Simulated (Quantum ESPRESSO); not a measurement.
# Si3AlO7F: one run as intended and one with a planted mistake

Simulated, not a measurement. The program is pw.x of Quantum ESPRESSO 7.5 (plane-wave density functional theory). The cell is made up: 12 atoms on a rutile lattice, with randomly drawn elements, strain and displacements, not relaxed. PseudoDojo standard norm-conserving files (v0.5 for PBE, v0.4.1 for LDA and PBEsol) set the functional; there is no spin polarisation, spin-orbit coupling or dispersion term, and the masses in the input are unused placeholders.

Intended input:

```
&control calculation='scf', pseudo_dir='./dojo.nc.sr.pbe.v0_5.standard.upf', outdir='./o', disk_io='medium', tprnfor=.true., tstress=.true. /
&system ibrav=0, nat=12, ntyp=4, nbnd=38, ecutwfc=84.00895049, nosym=.true., tot_charge=0,
 occupations='smearing', smearing='fd', degauss=0.0018374661
/
&electrons conv_thr=7.350e-09, electron_maxstep=60, /
ATOMIC_SPECIES
Al 1.0 Al.upf
F 1.0 F.upf
O 1.0 O.upf
Si 1.0 Si.upf
CELL_PARAMETERS angstrom
4.2598 0.0 0.0
0.0 4.2598 0.0
0.0 0.0 5.4179
ATOMIC_POSITIONS angstrom
Si 0.0258 -0.0243 -0.0496
Si 2.1009 2.1857 1.309
Si -0.0257 -0.0294 2.6371
Al 2.2834 2.1681 4.057
O 1.1707 1.2723 -0.0114
O 2.977 2.9403 -0.0102
O 3.3181 0.8057 1.2618
O 0.8756 3.4053 1.346
O 1.3184 1.3448 2.666
F 2.9663 2.9754 2.7769
O 3.4256 0.819 4.1333
O 0.8087 3.4737 4.0305
K_POINTS automatic
5 5 4 1 1 1
```

The log is shortened where brackets say so; the opening notice, blank lines, dates and the lines on written files are dropped, and the path of the files is cut. It prints rydbergs, bohrs and kilobars, and counts compression as positive stress. Where no state is partly filled, the Fermi energy that it prints is only some level between the filled and the empty states on the mesh, and need not lie in the true gap.

Log of the intended run:

```
     Program PWSCF v.7.5
     Parallel version (MPI & OpenMP), running on       1 processor cores
     Number of MPI processes:                 1
     Threads/MPI process:                     1
     [start-up lines left out]
     bravais-lattice index     =            0
     lattice parameter (alat)  =       8.0499  a.u.
     unit-cell volume          =     663.4466 (a.u.)^3
     number of atoms/cell      =           12
     number of atomic types    =            4
     number of electrons       =        64.00
     number of Kohn-Sham states=           38
     kinetic-energy cutoff     =      84.0090  Ry
     charge density cutoff     =     336.0358  Ry
     scf convergence threshold =      7.3E-09
     mixing beta               =       0.7000
     number of iterations used =            8  plain     mixing
     Exchange-correlation= PBE
                           (   1   4   3   4   0   0   0)
     [axes and pseudopotential details left out]
   Cartesian axes
     site n.     atom                  positions (alat units)
         1        Si     tau(   1) = (   0.0060566  -0.0057045  -0.0116437  )
         2        Si     tau(   2) = (   0.4931922   0.5130992   0.3072914  )
         3        Si     tau(   3) = (  -0.0060331  -0.0069017   0.6190666  )
         4        Al     tau(   4) = (   0.5360346   0.5089676   0.9523921  )
         5        O      tau(   5) = (   0.2748251   0.2986760  -0.0026762  )
         6        O      tau(   6) = (   0.6988591   0.6902437  -0.0023945  )
         7        O      tau(   7) = (   0.7789333   0.1891403   0.2962111  )
         8        O      tau(   8) = (   0.2055496   0.7994037   0.3159773  )
         9        O      tau(   9) = (   0.3094981   0.3156956   0.6258510  )
        10        F      tau(  10) = (   0.6963472   0.6984835   0.6518851  )
        11        O      tau(  11) = (   0.8041692   0.1922625   0.9703038  )
        12        O      tau(  12) = (   0.1898446   0.8154608   0.9461712  )
     number of k points=    50  Fermi-Dirac smearing, width (Ry)=  0.0018
                       cart. coord. in units 2pi/alat
        k(    1) = (   0.1000000   0.1000000   0.0982807), wk =   0.0400000
        k(    2) = (   0.1000000   0.1000000   0.2948421), wk =   0.0400000
     [further k points left out]
     Dense  grid:    69055 G-vectors     FFT dimensions: (  48,  48,  60)
     Estimated max dynamical RAM per process >      98.96 MB
     Initial potential from superposition of free atoms
     starting charge      63.9957, renormalised to      64.0000
     Starting wfcs are   48 randomized atomic wfcs
     total cpu time spent up to now is       13.7 secs
     per-process dynamical memory:    65.6 Mb
     Self-consistent Calculation
     iteration #  1     ecut=    84.01 Ry     beta= 0.70
     Davidson diagonalization with overlap
     ethr =  1.00E-02,  avg # of iterations =  2.6
     total cpu time spent up to now is       46.1 secs
     total energy              =    -310.68922445 Ry
     estimated scf accuracy    <       2.55746813 Ry
     iteration #  2     ecut=    84.01 Ry     beta= 0.70
     Davidson diagonalization with overlap
     ethr =  4.00E-03,  avg # of iterations =  2.7
     total cpu time spent up to now is       79.3 secs
     total energy              =    -311.42635136 Ry
     estimated scf accuracy    <       1.65202271 Ry
     [iterations 3 to 9 left out]
     iteration # 10     ecut=    84.01 Ry     beta= 0.70
     Davidson diagonalization with overlap
     ethr =  9.56E-10,  avg # of iterations =  2.0
     total cpu time spent up to now is      318.7 secs
     total energy              =    -311.74572663 Ry
     estimated scf accuracy    <       0.00000002 Ry
     iteration # 11     ecut=    84.01 Ry     beta= 0.70
     Davidson diagonalization with overlap
     ethr =  3.72E-11,  avg # of iterations =  3.1
     total cpu time spent up to now is      345.9 secs
     End of self-consistent calculation
     [lines on levels left out]
     the Fermi energy is    12.5910 ev
!    total energy              =    -311.74572663 Ry
     estimated scf accuracy    <          4.8E-09 Ry
     smearing contrib. (-TS)   =       0.00000000 Ry
     internal energy E=F+TS    =    -311.74572663 Ry
     The total energy is F=E-TS. E is the sum of the following terms:
     one-electron contribution =     -46.05856359 Ry
     hartree contribution      =      71.26766530 Ry
     xc contribution           =     -82.87340753 Ry
     ewald contribution        =    -254.08142082 Ry
     convergence has been achieved in  11 iterations
     Forces acting on atoms (cartesian axes, Ry/au):
     atom    1 type  4   force =     0.00934791    0.06190027   -0.02626274
     atom    2 type  4   force =    -0.11874048   -0.18722380   -0.12163216
     atom    3 type  4   force =     0.13623708    0.17690209    0.08761325
     atom    4 type  1   force =    -0.21728132   -0.15238201    0.09905945
     atom    5 type  3   force =     0.07717514    0.05802860    0.05104249
     atom    6 type  3   force =     0.04209089    0.05792518    0.12860333
     atom    7 type  3   force =     0.06305208   -0.05113074    0.10540582
     atom    8 type  3   force =    -0.06783211    0.04762593    0.02730270
     atom    9 type  3   force =     0.00478799    0.00852811   -0.04120316
     atom   10 type  2   force =     0.06078001    0.05955193   -0.13197758
     atom   11 type  3   force =     0.02154088   -0.06218635   -0.12478320
     atom   12 type  3   force =    -0.01115807   -0.01753922   -0.05316819
     Total force =     0.561118     Total SCF correction =     0.000125
     Computing stress (Cartesian axis) and pressure
          total   stress  (Ry/bohr**3)                   (kbar)     P=       75.21
   0.00023467   0.00013913   0.00006293           34.52       20.47        9.26
   0.00013913   0.00052869   0.00008307           20.47       77.77       12.22
   0.00006293   0.00008307   0.00077046            9.26       12.22      113.34
     init_run     :     12.70s CPU     13.64s WALL (       1 calls)
     electrons    :    314.55s CPU    332.21s WALL (       1 calls)
     forces       :      4.34s CPU      4.40s WALL (       1 calls)
     stress       :     21.10s CPU     21.18s WALL (       1 calls)
     [timing details left out]
     PWSCF        :   5m52.96s CPU   6m12.19s WALL
     JOB DONE.
```

A second run has one planted mistake: the plane-wave cutoff is too low. The input lines that differ, file-writing options aside:

```
- &system ibrav=0, nat=12, ntyp=4, nbnd=38, ecutwfc=84.00895049, nosym=.true., tot_charge=0,
+ &system ibrav=0, nat=12, ntyp=4, nbnd=38, ecutwfc=43.14370423, nosym=.true., tot_charge=0,
```

Its log:

```
     Program PWSCF v.7.5
     Parallel version (MPI & OpenMP), running on       1 processor cores
     Number of MPI processes:                 1
     Threads/MPI process:                     1
     [start-up lines left out]
     bravais-lattice index     =            0
     lattice parameter (alat)  =       8.0499  a.u.
     unit-cell volume          =     663.4466 (a.u.)^3
     number of atoms/cell      =           12
     number of atomic types    =            4
     number of electrons       =        64.00
     number of Kohn-Sham states=           38
     kinetic-energy cutoff     =      43.1437  Ry
     charge density cutoff     =     172.5748  Ry
     scf convergence threshold =      7.3E-09
     mixing beta               =       0.7000
     number of iterations used =            8  plain     mixing
     Exchange-correlation= PBE
                           (   1   4   3   4   0   0   0)
     [axes and pseudopotential details left out]
   Cartesian axes
     site n.     atom                  positions (alat units)
         1        Si     tau(   1) = (   0.0060566  -0.0057045  -0.0116437  )
         2        Si     tau(   2) = (   0.4931922   0.5130992   0.3072914  )
         3        Si     tau(   3) = (  -0.0060331  -0.0069017   0.6190666  )
         4        Al     tau(   4) = (   0.5360346   0.5089676   0.9523921  )
         5        O      tau(   5) = (   0.2748251   0.2986760  -0.0026762  )
         6        O      tau(   6) = (   0.6988591   0.6902437  -0.0023945  )
         7        O      tau(   7) = (   0.7789333   0.1891403   0.2962111  )
         8        O      tau(   8) = (   0.2055496   0.7994037   0.3159773  )
         9        O      tau(   9) = (   0.3094981   0.3156956   0.6258510  )
        10        F      tau(  10) = (   0.6963472   0.6984835   0.6518851  )
        11        O      tau(  11) = (   0.8041692   0.1922625   0.9703038  )
        12        O      tau(  12) = (   0.1898446   0.8154608   0.9461712  )
     number of k points=    50  Fermi-Dirac smearing, width (Ry)=  0.0018
                       cart. coord. in units 2pi/alat
        k(    1) = (   0.1000000   0.1000000   0.0982807), wk =   0.0400000
        k(    2) = (   0.1000000   0.1000000   0.2948421), wk =   0.0400000
     [further k points left out]
     Dense  grid:    25439 G-vectors     FFT dimensions: (  36,  36,  45)
     Estimated max dynamical RAM per process >      39.23 MB
     Check: negative core charge=   -0.000369
     Initial potential from superposition of free atoms
     starting charge      63.9957, renormalised to      64.0000
     Starting wfcs are   48 randomized atomic wfcs
     total cpu time spent up to now is        5.6 secs
     per-process dynamical memory:    28.2 Mb
     Self-consistent Calculation
     iteration #  1     ecut=    43.14 Ry     beta= 0.70
     Davidson diagonalization with overlap
     ethr =  1.00E-02,  avg # of iterations =  2.8
     total cpu time spent up to now is       20.8 secs
     total energy              =    -309.89568016 Ry
     estimated scf accuracy    <       2.00568888 Ry
     iteration #  2     ecut=    43.14 Ry     beta= 0.70
     Davidson diagonalization with overlap
     ethr =  3.13E-03,  avg # of iterations =  3.3
     total cpu time spent up to now is       32.4 secs
     total energy              =    -310.43096291 Ry
     estimated scf accuracy    <       1.20419095 Ry
     [iterations 3 to 9 left out]
     iteration # 10     ecut=    43.14 Ry     beta= 0.70
     Davidson diagonalization with overlap
     ethr =  4.02E-10,  avg # of iterations =  2.0
     total cpu time spent up to now is      126.1 secs
     total energy              =    -310.67530188 Ry
     estimated scf accuracy    <       0.00000001 Ry
     iteration # 11     ecut=    43.14 Ry     beta= 0.70
     Davidson diagonalization with overlap
     ethr =  2.00E-11,  avg # of iterations =  2.8
     total cpu time spent up to now is      136.9 secs
     End of self-consistent calculation
     [lines on levels left out]
     the Fermi energy is    12.5501 ev
!    total energy              =    -310.67530188 Ry
     estimated scf accuracy    <          2.9E-09 Ry
     smearing contrib. (-TS)   =       0.00000000 Ry
     internal energy E=F+TS    =    -310.67530188 Ry
     The total energy is F=E-TS. E is the sum of the following terms:
     one-electron contribution =     -43.99534515 Ry
     hartree contribution      =      69.93781627 Ry
     xc contribution           =     -82.53635207 Ry
     ewald contribution        =    -254.08142092 Ry
     convergence has been achieved in  11 iterations
     Forces acting on atoms (cartesian axes, Ry/au):
     atom    1 type  4   force =     0.00925898    0.06117416   -0.02424700
     atom    2 type  4   force =    -0.11840241   -0.18779003   -0.12006857
     atom    3 type  4   force =     0.13563785    0.17769669    0.08695361
     atom    4 type  1   force =    -0.21994798   -0.15435297    0.09903716
     atom    5 type  3   force =     0.07562936    0.06112378    0.04879796
     atom    6 type  3   force =     0.04261027    0.05600149    0.12909450
     atom    7 type  3   force =     0.06200887   -0.05504603    0.10184466
     atom    8 type  3   force =    -0.06830709    0.04967967    0.02708659
     atom    9 type  3   force =     0.00805820    0.01249807   -0.04001128
     atom   10 type  2   force =     0.06080546    0.06020746   -0.13064122
     atom   11 type  3   force =     0.02313975   -0.06232742   -0.12293995
     atom   12 type  3   force =    -0.01049124   -0.01886486   -0.05490647
     Total force =     0.561656     Total SCF correction =     0.000074
     Computing stress (Cartesian axis) and pressure
          total   stress  (Ry/bohr**3)                   (kbar)     P=     -792.75
  -0.00570852   0.00017293   0.00005895         -839.75       25.44        8.67
   0.00017293  -0.00543576   0.00006962           25.44     -799.63       10.24
   0.00005895   0.00006962  -0.00502270            8.67       10.24     -738.86
     init_run     :      5.16s CPU      5.55s WALL (       1 calls)
     electrons    :    122.55s CPU    131.30s WALL (       1 calls)
     forces       :      1.77s CPU      1.79s WALL (       1 calls)
     stress       :      9.24s CPU      9.27s WALL (       1 calls)
     [timing details left out]
     PWSCF        :   2m18.86s CPU   2m28.15s WALL
     JOB DONE.
```

|  | intended run | run with the mistake |
| --- | --- | --- |
| free energy (eV) | -4241.517 | -4226.953 |
| smearing term -TS (eV) | 0.0000 | 0.0000 |
| pressure (GPa) | 7.52 | -79.27 |
| largest force component (eV/Å) | 5.587 | 5.655 |
| largest change of a force component (eV/Å) |  | 0.102 |
| iterations | 11 | 11 |

For scale, a rerun of the intended cell at a cutoff of 1437 eV and k mesh 7 x 7 x 6 moved values by no more than 0.003 eV in energy, 0.04 GPa in stress and 0.002 eV/Å in force.